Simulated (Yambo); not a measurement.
Yambo run on a free-standing PtSe₂ monolayer (symmetry P-3m1, slab cell 15.6 Å high). The wavefunctions come from this Quantum ESPRESSO step (PBE, PseudoDojo stringent norm-conserving files, scalar-relativistic):

```
&CONTROL
  calculation = 'nscf'
  pseudo_dir = './pseudo'
  outdir = './out'
/
&SYSTEM
  ibrav = 0
  nat = 3
  ntyp = 2
  ecutwfc = 104.0
  ecutrho = 416.0
  occupations = 'fixed'
  force_symmorphic = .true.
  nbnd = 143
  assume_isolated = '2D'
/
&ELECTRONS
  conv_thr = 3.0000000000000004e-09
  diago_full_acc = .true.
  diago_thr_init = 1e-08
/
ATOMIC_SPECIES
Se 78.9710 Se.upf
Pt 195.0840 Pt.upf
CELL_PARAMETERS angstrom
  3.709957855135   0.000000000000   0.000000000000
 -1.854978927567   3.212917749517   0.000000000000
  0.000000000000   0.000000000000  15.600000000000
ATOMIC_POSITIONS crystal
Se   0.666666667000   0.333333333000  -0.084690515300
Se   0.333333333667   0.666666666333   0.084690515300
Pt   0.000000000333   0.000000000000   0.000000000000
K_POINTS automatic
6 6 1 0 0 0
```

Yambo input:

```
rim_cut
gw0
dyson
el_el_corr
HF_and_locXC
ppa
em1d
rim_w
RandQpts= 1000000
RandGvec= 2 Ry
CUTGeo= "slab z"
EXXRLvcs= 104 Ry
VXCRLvcs= 416 Ry
Chimod= "HARTREE"
% BndsRnXp
 23 | 142 |
%
NGsBlkXp= 6 Ry
% LongDrXp
 1.0 | 1.0 | 0.0 |
%
RandGvecW= 1000 mRy
PPAPntXp= 27.2114 eV
% GbndRnge
 1 | 142 |
%
GTermKind= "BG"
DysSolver= "n"
ExtendOut
% QPkrange
 1 | 1 | 33 | 34 |
 2 | 2 | 33 | 34 |
 4 | 4 | 33 | 34 |
 7 | 7 | 33 | 34 |
%
```

k points by index: 1 = Γ, 2 = (0, 0.167), 4 = M, 7 = K.

Resulting energies as the program prints them:

```
#    K-point    Band    Eo [eV]    E [eV]    E-Eo [eV]    Vxc [eV]    Vnlxc [eV]    Sc|Eo [eV]    Sc|E [eV]    dSc/dw|Eo [eV]    Re(Z)    Im(Z)
#
    1    33    0.000000    -0.240616    -0.240616    -15.03893    -16.56624    1.201888    1.286691    -9.578099    0.739631    -0.003857
    1    34    2.970097    3.863569    0.893473    -17.77153    -14.12510    -2.425513    -2.752963    -9.967383    0.731879    -0.004517
    2    33    -0.065585    -0.279679    -0.214093    -15.86822    -17.77355    1.615403    1.691235    -9.623652    0.738717    -0.003831
    2    34    1.642021    2.366710    0.724689    -16.42690    -13.38653    -2.063450    -2.315678    -9.466228    0.741886    -0.003971
    4    33    -1.459847    -1.886698    -0.426851    -13.48795    -15.98359    1.911671    2.068785    -10.00459    0.731146    -0.004609
    4    34    2.417994    3.272596    0.854602    -17.64460    -13.85576    -2.623565    -2.934235    -9.886270    0.733479    -0.004558
    7    33    -0.970183    -1.136938    -0.166755    -18.23060    -21.77809    3.318062    3.380732    -10.19996    0.727334    -0.004024
    7    34    1.786158    2.564753    0.778595    -16.57789    -13.07260    -2.449822    -2.726694    -9.671802    0.737752    -0.003819
```
(The two width columns are left out.) Convergence of these settings isn't established.

Spin-orbit coupling is not included.

Geometry relaxed with PBE+D3(BJ).
